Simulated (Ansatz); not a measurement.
The following input was run with Ansatz 0.2.0.

```yaml
crystal:
  lattice:
    - [5.1169844686, 0.0, 0.0]
    - [-2.5584922343, 4.4314385406, 0.0]
    - [0.0, 0.0, 4.1851940653]
  atoms:
    - { symbol: Mn, position: [0.3333333333, 0.6666666667, 0.75], spin: 3.76 }
    - { symbol: Mn, position: [0.6666666667, 0.3333333333, 0.25], spin: 3.76 }
    - { symbol: Cu, position: [0.6689117979, 0.834455899, 0.25] }
    - { symbol: Cu, position: [0.165544101, 0.3310882021, 0.25] }
    - { symbol: Cu, position: [0.3310882021, 0.165544101, 0.75] }
    - { symbol: Cu, position: [0.834455899, 0.165544101, 0.75] }
    - { symbol: Cu, position: [0.834455899, 0.6689117979, 0.75] }
    - { symbol: Cu, position: [0.165544101, 0.834455899, 0.25] }
basis:
  ecutwfc: 420
kpoints:
  mp_grid: { grid: [12, 12, 8] }
  band_path:
    path:
      - [[0.0, 0.0, 0.0], [0.5, 0.0, 0.0], [0.33333333, 0.33333333, 0.0], [0.0, 0.0, 0.0], [0.0, 0.0, 0.5], [0.5, 0.0, 0.5], [0.33333333, 0.33333333, 0.5], [0.0, 0.0, 0.5]]
      - [[0.5, 0.0, 0.5], [0.5, 0.0, 0.0]]
      - [[0.33333333, 0.33333333, 0.5], [0.33333333, 0.33333333, 0.0]]
    npoints: 14
hamiltonian:
  xc: pbesol
scf:
  occupations: { method: gaussian, width: 0.1 }
  n_extra_bands: 20
output:
  forces: true
  stress: true
  eigenvalues: true
  populations: true
  dos: { projected: true, de: 0.02, nscf_kmesh: { grid: [18, 18, 12] } }
  bader: true
magnetization:
  spin_polarized: true
checkpoint:
  read: start.run
  write: ck
  compress: false
  write_wavefunctions: false
  write_every: 100000
```

Launched with
```bash
ansatz run input.yaml --threads 2 --pin off --max-ram 5120MiB --backend cpu --events-out ev --progress --plain --runs-dir out
```

All numbers below come from DFT PBEsol, scalar-relativistic, plane waves, PAW (Ansatz 0.2.0).

From the run's log, abridged (iterations and final results):

```
SCF iter   1: F=—  HF=-47269.098139 eV  |F-HF|=—  |Δ(HF+E_count)|=         —  Δρ=3.47e-7 (↑2.43e-7 ↓3.47e-7) dr2=1.24e-10  dr2_m=2.15e-11  M=7.568 μB ∫|m|=8.259 μB  β_m=0.30  ethr=3.82e-9  ⟨swp⟩=4.1  Hψ=114593  notcnv=0
spin=Collinear: Kerker preconditioning applied to the charge; magnetization (m = ρ↑ − ρ↓) channel mixes plain (no charge-response kernel on spin).
SCF iter   2: F=-47269.098139 eV  HF=-47269.098139 eV  |F-HF|=1.53e-10  |Δ(HF+E_count)|=   6.77e-9  Δρ=2.78e-7 (↑2.14e-7 ↓2.78e-7) dr2=1.11e-10  dr2_m=4.79e-12  M=7.568 μB ∫|m|=8.259 μB  ethr=1.00e-12  ⟨swp⟩=7.1  Hψ=61020  notcnv=0
SCF 1 converged in 2 iterations: F = -47269.098139 eV  dr2 = 1.11e-10
SCF converged after 2 iterations
Magnetization: 7.5685 μB (75.7842 up, 68.2158 down)
Absolute magnetization: 8.2738 μB (∫|ρ↑−ρ↓|, with the PAW one-centre terms)
Spin contamination: 0.4369 ħ² per cell (⟨S²⟩ above its minimum at these occupations)
Per-site moments (μB) at R_I (Å): [(3.42242437, 1.05538602), (3.42242437, 1.05538602), (0.09332640, 1.04826965), (0.09332640, 1.04826965), (0.09332640, 1.04826965), (0.09332640, 1.04826965), (0.09332640, 1.04826965), (0.09332640, 1.04826965)]
Free energy (F): -47269.098139 eV
Harris-Foulkes:  -47269.098139 eV  (|F-HF|=1.53e-10)
Internal energy: -47269.080022 eV  (E = F + TS)
E sigma→0 (E₀):  -47269.089081 eV
Entropy (-TS):   -0.018118 eV (-2.265 meV/atom)
Fermi energy:    17.224210 eV
--- Per-component energies (eV) ---
  E_band       = -2543.462936
  E_kinetic    = 2407.866833
  E_local      = -27926.809973  (includes V_loc(G=0)·N_el)
  E_nonlocal   = 2827.489543
  E_hartree    = 12201.997745
  E_xc         = -761.984621
  E_vxc        = -985.262724  (∫ρ·V_xc dr)
  E_paw        = -12288.464733  (= ΣΔE_a)
  E_vpaw       = -3270.745778  (= ΣTr[D̂ρ^β])
  E_aug_tail   = 0.001331  (compensation charges beyond the density's cutoff)
  E_ewald      = -23730.752660
  E_core_change = 1.576514  (= ΣΔE_core)
  E_smearing   = -0.018118  (= −TS)
--- Forces (eV/Å), atoms counted from 1 ---
  atom   1  Mn     0.00000000     0.00000000     0.00000000
  atom   2  Mn     0.00000000     0.00000000     0.00000000
  atom   3  Cu     0.00167046     0.00096444     0.00000000
  atom   4  Cu     0.00000000    -0.00192888     0.00000000
  atom   5  Cu    -0.00167046    -0.00096444     0.00000000
  atom   6  Cu     0.00167046    -0.00096444     0.00000000
  atom   7  Cu     0.00000000     0.00192888     0.00000000
  atom   8  Cu    -0.00167046     0.00096444     0.00000000
--- Stress (GPa, compression-positive) ---
        0.017302       0.000000       0.000000
        0.000000       0.017302       0.000000
        0.000000       0.000000       0.011174
  P = ⅓ Tr σ = 0.0153 GPa (0.153 kbar)
--- Band table (eV; the first three rows and the last of 190) ---
  k-point 0 ↑: bands = ["-95.4594", "-95.4503", "-95.4503", "-95.4502", "-95.4457", "-95.4457", "-63.5393", "-63.5386", "-53.0171", "-53.0171", "-53.0077", "-53.0077", "-52.9959", "-52.9941", "-52.9880", "-52.9726", "-52.9700", "-52.9700", "-52.9693", "-52.9343", "-52.9343", "-52.9232", "-52.9134", "-52.9134", "-52.9101", "-52.9101", "-32.4644", "-32.4644", "-32.4598", "-32.4598", "-32.3062", "-32.3015", "7.6861", "11.7232", "11.9393", "11.9393", "12.1843", "12.1843", "12.2678", "12.3146", "12.4602", "12.4602", "12.5761", "13.7873", "13.8350", "13.8639", "13.8639", "13.9246", "13.9246", "13.9615", "13.9615", "13.9815", "14.1647", "14.1647", "14.1652", "14.1652", "14.2035", "14.2035", "14.284 ...
  k-point 1 ↑: bands = ["-95.4591", "-95.4505", "-95.4501", "-95.4501", "-95.4459", "-95.4459", "-63.5393", "-63.5386", "-53.0182", "-53.0182", "-53.0091", "-53.0091", "-52.9945", "-52.9932", "-52.9879", "-52.9718", "-52.9702", "-52.9672", "-52.9672", "-52.9346", "-52.9346", "-52.9254", "-52.9133", "-52.9133", "-52.9103", "-52.9103", "-32.4642", "-32.4642", "-32.4600", "-32.4600", "-32.3061", "-32.3018", "7.8300", "11.6500", "11.8382", "11.8382", "12.1550", "12.1978", "12.1978", "12.3384", "12.6558", "12.6558", "12.7707", "13.4119", "13.4119", "13.4857", "13.8342", "13.9122", "13.9404", "13.9404", "14.0262", "14.0262", "14.1555", "14.1555", "14.1616", "14.1616", "14.5817", "14.5817", "14.584 ...
  k-point 2 ↑: bands = ["-95.4581", "-95.4515", "-95.4496", "-95.4496", "-95.4464", "-95.4464", "-63.5392", "-63.5387", "-53.0202", "-53.0202", "-53.0125", "-53.0125", "-52.9914", "-52.9905", "-52.9877", "-52.9729", "-52.9687", "-52.9603", "-52.9603", "-52.9361", "-52.9361", "-52.9318", "-52.9130", "-52.9130", "-52.9106", "-52.9106", "-32.4637", "-32.4637", "-32.4604", "-32.4604", "-32.3059", "-32.3026", "8.2537", "11.3547", "11.7375", "11.7375", "12.0534", "12.1905", "12.1905", "12.3700", "12.9643", "12.9643", "13.0330", "13.0330", "13.0389", "13.1218", "13.8294", "13.9071", "13.9071", "13.9704", "14.0791", "14.0791", "14.1858", "14.1858", "14.2309", "14.2309", "14.3405", "14.6996", "14.699 ...
  k-point 94 ↓: bands = ["-95.2881", "-95.2881", "-95.2874", "-95.2874", "-95.2843", "-95.2843", "-59.8071", "-59.8071", "-52.8493", "-52.8493", "-52.8420", "-52.8420", "-52.8286", "-52.8286", "-52.8138", "-52.8138", "-52.7935", "-52.7935", "-52.7927", "-52.7927", "-52.7863", "-52.7863", "-52.7861", "-52.7861", "-52.7650", "-52.7650", "-28.7657", "-28.7657", "-28.7654", "-28.7654", "-28.7105", "-28.7105", "11.6910", "11.6910", "11.7892", "11.7892", "12.2992", "12.2992", "13.2424", "13.2424", "13.2945", "13.2945", "13.4186", "13.4186", "13.5323", "13.5323", "13.7584", "13.7584", "13.7961", "13.7961", "13.9751", "13.9751", "14.1223", "14.1223", "14.3014", "14.3014", "14.5379", "14.5379", "14.8 ...
--- Löwdin populations: 8 sites ---
  site symbol q [e]    m [muB]
     0     Mn     14.7101     3.6961
     1     Mn     14.7101     3.6961
     2     Cu     18.8375     0.0605
     3     Cu     18.8375     0.0605
     4     Cu     18.8375     0.0605
     5     Cu     18.8375     0.0605
     6     Cu     18.8375     0.0605
     7     Cu     18.8375     0.0605
  spilling = 0.010795 (of n_electrons = 144.000000)
--- Bader charges: 8 sites ---
  site symbol charge [e]  shift [e]    m [muB]
     0     Mn      0.5764     0.0002     3.5581
     1     Mn      0.5764     0.0002     3.5581
     2     Cu     -0.1921     0.0001     0.0754
     3     Cu     -0.1921     0.0001     0.0754
     4     Cu     -0.1921     0.0001     0.0754
     5     Cu     -0.1921     0.0001     0.0754
     6     Cu     -0.1921     0.0001     0.0754
     7     Cu     -0.1921     0.0001     0.0754
  estimated error of the sums over rays = 3.8e-4 e
```

The calculation finished and met its thresholds.

Time: 4.4 min on 2 threads of Arm Neoverse V2 (shared host), peak memory 1.9 GiB.

The run starts from the saved density of an earlier one, so iterations and time are fewer than from atoms.

Only parallel moments were tried here.